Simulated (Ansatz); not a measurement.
One starting cell of ZnO (a generated cell, ZnO placed in the 6H structure type) was relaxed twice with Ansatz (plane waves, PAW, scalar-relativistic): with PBEsol at 420 eV and with PBE at 420 eV. The PBEsol result:

```
ZnO
1.0
    3.22127     0.00000     0.00000
   -1.61064     2.78970     0.00000
    0.00000     0.00000    15.72706
Zn O
6 6
Cartesian
  0.00000   0.00000  15.72559
  0.00000   0.00000   7.86206
  1.61064   0.92990  13.10664
  0.00000   1.85980   5.24310
  1.61064   0.92990   2.62069
  0.00000   1.85980  10.48422
  0.00000   0.00000  13.75636
  0.00000   0.00000   5.89283
  1.61064   0.92990  11.13363
  0.00000   1.85980   3.27009
  1.61064   0.92990   0.64725
  0.00000   1.85980   8.51079
```

```
quantity                          PBEsol    PBE
--------------------------------  ------  -----
space group                        P6₃mc  P6₃mc
volume (Å³/atom)                   11.78      ?
a (Å)                              3.221      ?
c (Å)                             15.727      ?
gap (eV, no spin-orbit coupling)    0.63      ?
```

Question: Fill in the PBE column.

Answer: 
- volume (Å³/atom), PBE: 12.32
- a (Å), PBE: 3.270
- c (Å), PBE: 15.965
- gap (eV, no spin-orbit coupling), PBE: 0.67

Both levels end in the same structure; PBE's volume is 4.6 % larger; its gap is the same within 0.05 eV. Neither column is exact.

No spin polarisation in the result.

The run could not lose the symmetry of its start; a randomly shaken copy of 12 atoms returns to this structure.

The first start was generated by placing the elements on the sites of a structure type. A measured structure of ZnO has the same space group, P6₃mc (No. 186); the sites were not compared with it.

Ansatz is a quantum-chemistry and plane-wave program.
